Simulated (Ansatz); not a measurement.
SrCd₂:
```xyz
6
Lattice="-2.5153 3.9754 4.1757 2.5153 -3.9754 4.1757 2.5153 3.9754 -4.1757" Properties=species:S:1:pos:R:3 pbc="T T T"
Sr     0.0000     1.9877     0.4114
Sr     2.5153     1.9877     3.7643
Cd     0.0000     4.4444     2.8051
Cd     2.5153     3.5064    -1.3707
Cd     2.5153    -0.4690     1.3707
Cd     0.0000     0.4690     5.5464
```

Relaxed with PBEsol. Special points in fractions of this cell's reciprocal vectors: Γ (0.000, 0.000, 0.000); X (0.500, 0.500, -0.500); F2 (0.341, 0.659, -0.341); Σ0 (-0.341, 0.341, 0.341); Y0 (0.477, -0.477, 0.477); U0 (0.523, 0.477, -0.477); R (0.000, 0.500, 0.000); W (0.250, 0.250, 0.250); S (0.500, 0.000, 0.000); T (0.000, 0.000, 0.500).

Problem. List the band energies nearest the Fermi level at these points for PBEsol in the plane-wave PAW code Ansatz.

Solution. In eV from the Fermi level; about four levels below and three above (degenerate sets whole), none deeper than 8.9 eV; points with the same levels are listed once.

```csv
k,below,above
Γ,-0.82 -0.81 -0.18 -0.01,0.61 1.56 1.59
X,-4.51 -4.16 -2.45 -0.27,0.36 2.15 2.21
F2,-4.16 -2.33 -1.62 -0.72,0.61 0.94 2.36
Y0,-4.50 -4.15 -2.42 -0.27,0.36 2.16 2.21
R,-3.67 -2.00 -0.87 -0.72,0.22 0.23 0.91
W,-3.29 -3.29 -0.06 -0.06,0.42 0.42 1.39 1.39
S,-1.51 -1.41 -0.39 -0.23,0.69 0.82 1.31
T,-2.71 -2.71 -1.03 -1.03,0.47 0.47 1.48 1.48
```

Space group Imma. The workflow started from an entry of the Crystallography Open Database (COD). Its standing as an ambient phase is unchecked. The PBEsol relaxation kept the symmetry of its start; its stability against distortions is not shown here. Scalar-relativistic: spin–orbit coupling is off unless named, which matters more the heavier the elements.

Potentials: the later of the program's two PAW sets.
